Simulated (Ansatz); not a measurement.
# How much do the gradients of CaNb2Te4Cl10O depend on the method?

Cell: a Materials Project structure (computed, not necessarily an observed phase), atoms as given.

```xyz
18
Lattice="6.9427 0.0000 0.0000 -2.8587 8.6959 0.0000 -0.5960 -1.3710 9.5134" Properties=species:S:1:pos:R:3 pbc="T T T"
Ca    5.6011   -0.0984    3.2369
Nb    1.2514    4.9100    3.5038
Nb    2.0813    2.2526    6.1294
Te    2.4516    6.7937    7.9627
Te    5.8924    1.6620    0.1417
Te   -2.4188    5.6755    9.4160
Te    1.3061    0.6950    1.3660
Cl    2.7453    0.3994    7.5310
Cl    2.5277    4.0209    1.7166
Cl    0.2469    0.8126    5.2594
Cl    3.9065    3.5767    6.8784
Cl    0.6157    3.1822    7.6462
Cl    3.5252    1.2647    4.2990
Cl   -0.7309    3.9698    2.5654
Cl    0.0438    6.2038    5.0578
Cl    3.3259    6.1480    4.1775
Cl    0.9455    7.0415    1.9095
O     1.6318    3.5560    4.7169
```

Sites (sets of like atoms) are named by element and the number of their first atom in this list.

First run. All values are calculated (Ansatz; DFT, PBE, plane waves and PAW, scalar-relativistic, 420 eV cutoff, Γ-centred 5×4×4 k-points, Fermi–Dirac smearing 0.05 eV), not measured.

```tsv
site	atom	V_zz (10²¹ V/m²)	η
Ca	1	-1.79	0.99
Nb2	2	4.81	0.21
Nb3	3	-7.90	0.45
Te4	4	-84.8	0.25
Te5	5	-83.6	0.25
Te6	6	-87.3	0.27
Te7	7	-79.2	0.26
Cl8	8	8.44	0.15
Cl9	9	7.45	0.31
Cl10	10	10.98	0.20
Cl12	12	6.74	0.21
Cl14	14	8.93	0.20
Cl17	17	-8.02	0.84
O	18	-1.47	0.96
```

Second run. The same atoms and settings, except that the functional is r2SCAN and the cutoff is 500 eV.

Problem. What does the second run give?

Solution. 

| site | atom | V_zz | η | change of V_zz |
| --- | --- | --- | --- | --- |
| Ca | 1 | 1.84 | 0.99 | – |
| Nb2 | 2 | 4.94 | 0.15 | +0.13 |
| Nb3 | 3 | -8.61 | 0.45 | -0.71 |
| Te4 | 4 | -87.8 | 0.28 | -3.06 |
| Te5 | 5 | -85.9 | 0.28 | -2.34 |
| Te6 | 6 | -90.1 | 0.30 | -2.76 |
| Te7 | 7 | -81.8 | 0.29 | -2.64 |
| Cl8 | 8 | 8.37 | 0.14 | -0.07 |
| Cl9 | 9 | 7.71 | 0.25 | +0.26 |
| Cl10 | 10 | 10.66 | 0.18 | -0.32 |
| Cl12 | 12 | 7.03 | 0.17 | +0.29 |
| Cl14 | 14 | 8.96 | 0.19 | +0.03 |
| Cl17 | 17 | -7.56 | 0.91 | +0.46 |
| O | 18 | 1.75 | 0.98 | – |

The largest change of V_zz along a kept axis is on Te4, from -84.8 to -87.8. In per cent, |V_zz| changes by +3 to +9 on Nb, +3 to +4 on Te, -6 to +4 on Cl (all sites that start above 2). On Ca, O the largest principal value lies along another axis in the second run, so the two V_zz can't be compared directly. The table leaves out 4 of the 18 sites, with |V_zz| up to 11.13; their tensors move by 0.41 at most along any direction. The statements above cover all sites.

With no gap above 0.1 eV, as in a metal, the gradients converge slowly in k; expect changes of a tenth or more on a denser mesh. Without spin–orbit coupling the gradients at and beside Te can be off by some per cent, at some sites by more. Semilocal functionals can leave a metal where correlation in the d or f shell opens a gap in the real compound, and that would change the values at and beside Nb.
For the first run: The largest force is 0.3 eV/Å, so the atoms aren't at the calculated equilibrium and relaxing them would move these values.
For the second run: The largest force is 0.6 eV/Å, so the atoms aren't at the calculated equilibrium and relaxing them would move these values.
